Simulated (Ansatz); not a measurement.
**SiNi$_{3}$: do energies and stresses tell the same story?**

Level of theory: DFT r2SCAN, scalar-relativistic, plane waves, PAW (Ansatz 0.2.0).

Settings: cutoff 500 eV, Γ-centred mesh 12×12×12 on the computed 4-atom cell, Gaussian smearing of 0.10 eV; no spin polarisation.

Relaxed cell: Pm-3m, a = 3.465 Å, b = 3.465 Å, c = 3.465 Å, α = 90.00°, β = 90.00°, γ = 90.00°, 4 atoms in the primitive cell. Whether it is the stable form of this composition wasn't checked.

Energies at zero smearing and pressures from the stress tensor, at volumes with shape and atoms relaxed:
```csv
V (Å³/atom),E − E(first) (meV/atom),P (GPa)
9.772,0.00,17.22
10.084,-24.13,7.87
10.396,-31.54,0.00
10.708,-24.88,-6.62
11.020,-6.40,-12.18
```

Question: Check P = −dE/dV between neighbouring volumes, and get the bulk modulus from the pressures alone.

Answer: With 1 eV/Å³ = 160.2 GPa:
```json
{"middle V (Å³/atom)": "9.928", "−ΔE/ΔV (GPa)": "12.395", "mean P (GPa)": "12.546"}
{"middle V (Å³/atom)": "10.240", "−ΔE/ΔV (GPa)": "3.808", "mean P (GPa)": "3.936"}
{"middle V (Å³/atom)": "10.552", "−ΔE/ΔV (GPa)": "-3.420", "mean P (GPa)": "-3.310"}
{"middle V (Å³/atom)": "10.864", "−ΔE/ΔV (GPa)": "-9.495", "mean P (GPa)": "-9.400"}
```

The two differ by 0.15 GPa at most. The mean of two end pressures misses the average over a step by about ΔV² P″/12, up to 0.13 GPa here; with that taken off 0.02 GPa remains. Around V = 10.396 Å³/atom, the two neighbours give B = −V ΔP/ΔV = 10.396 × 14.49 / 0.624 = 241.5 GPa, against B0 = 240.3 GPa from the Birch–Murnaghan fit of the energies.

A ferromagnetic start lost its moments in a first run, so spin was left out; other magnetic orders weren't tried.